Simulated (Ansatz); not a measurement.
## CoPd (R-3m): majority and minority states

Geometry: a structure from the Materials Project; nothing is relaxed.

Functional, mesh and filling: PBEsol, 14×14×14 k mesh, Fermi–Dirac smearing of 0.1 eV. LAPW is all-electron LAPW in Ansatz 0.2.0. Site moments are integrated in spheres about the atoms.

The run was typed so:

```yaml
crystal:
  lattice:
    - [1.3459330638, 0.7770748167, 4.2939193827]
    - [-1.3459330638, 0.7770748167, 4.2939193827]
    - [0.0, -1.5541496334, 4.2939193827]
  atoms:
    - { symbol: Co, position: [0.0, 0.0, 0.0], spin: 2.0 }
    - { symbol: Pd, position: [0.5, 0.5, 0.5], spin: 0.3 }
magnetization:
  spin_polarized: true
kpoints:
  mp_grid: { grid: [14, 14, 14] }
scf:
  occupations: { method: fermi_dirac, width: 0.1 }
  lower_state_search: "off"
hamiltonian:
  xc: pbesol
  pseudopotentials: { kind: all_electron, lapw: { basis_error: 0.001 } }
output:
  forces: true
  stress: true
  eigenvalues: false
  populations: true
  dos: { projected: true, de: 0.1, e_range: [-8, 5] }
```

Command: `ansatz run input.yaml --threads 1 --pin off --max-ram 3072MiB --backend cpu --events-out ev --progress --plain --runs-dir out`

Give the density of states by spin, smoothed by a Gaussian of 0.15 eV.


```csv
E − E_F (eV),majority (states/eV/cell),minority (states/eV/cell)
-7.00,0.09,0.09
-6.75,0.11,0.11
-6.50,0.14,0.12
-6.25,0.17,0.15
-6.00,0.25,0.18
-5.75,0.58,0.27
-5.50,1.15,0.62
-5.25,1.42,1.10
-5.00,1.39,1.30
-4.75,1.60,1.35
-4.50,1.71,1.33
-4.25,1.46,0.98
-4.00,1.42,0.91
-3.75,1.70,1.45
-3.50,1.76,1.90
-3.25,2.08,1.65
-3.00,2.67,1.24
-2.75,2.74,1.18
-2.50,2.33,1.31
-2.25,2.32,1.51
-2.00,2.47,1.54
-1.75,2.47,1.61
-1.50,2.21,1.54
-1.25,2.47,1.40
-1.00,2.47,1.73
-0.75,1.71,2.10
-0.50,0.71,1.73
-0.25,0.37,2.09
0.00,0.29,2.05
0.25,0.29,2.31
0.50,0.28,2.65
0.75,0.29,2.04
1.00,0.29,0.78
1.25,0.29,0.42
1.50,0.29,0.37
1.75,0.28,0.35
2.00,0.26,0.33
2.25,0.25,0.33
2.50,0.25,0.32
2.75,0.26,0.30
3.00,0.24,0.28
3.25,0.24,0.28
3.50,0.25,0.27
3.75,0.23,0.26
4.00,0.21,0.26
4.25,0.19,0.24
4.50,0.19,0.22
```
Site moments (μB): Co1 1.95, Pd2 0.27. Cell moment 2.16 μB.

How large is the spin polarisation of the states at the Fermi level?

(N↑ − N↓)/(N↑ + N↓) = -75 %, from 0.30 and 2.07 states/eV; these are averaged over the run's smearing, not the smoothing of the table, and they move with the mesh.

Löwdin populations of d and f shells (filled inner shells left out):

```tsv
shell	up	down
Co1 3d	4.87	2.90
Pd2 4d	4.82	4.52
```

The Ansatz runs typed with the search for lower states off end where their start leads. These are results for the start and cell typed. The real compound can order otherwise, in a larger cell, or not at all, since semilocal functionals at zero temperature often overstate magnetism.
